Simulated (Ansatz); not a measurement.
ScPtN$_{2}$:
```xyz
4
Lattice="1.6207 0.9357 5.9721 -1.6207 0.9357 5.9721 0.0000 -1.8715 5.9721" Properties=species:S:1:pos:R:3 pbc="T T T"
Sc     0.0000     0.0000     8.9582
Pt     0.0000     0.0000     0.0000
N      0.0000     0.0000    16.0440
N      0.0000     0.0000     1.8724
```

Relaxed with r²SCAN.

Problem. Give the Bader charges and basin volumes of the independent atoms, r²SCAN in the plane-wave PAW code Ansatz.

Solution. 

```csv
atom,Bader charge (e),Bader volume (Å³)
Sc1,+1.91,8.7
Pt2,+0.63,19.8
N3,-1.27,13.0
```

Space group R-3m. The start of the workflow was typed in or built on a structure type; neither database checked (COD, Materials Project) lists it. Whether it is the stable phase at ambient conditions was not checked. The cell was relaxed with r²SCAN under the symmetry of its start; whether a distortion lowers the energy is not shown. No spin polarisation was allowed. Scalar-relativistic: spin–orbit coupling is off unless named, which matters more the heavier the elements.

Potentials: the earlier of the program's two PAW sets. The files were generated under PBE; for other functionals the program regenerates the frozen cores, and for LDA and PBEsol the local potential too.
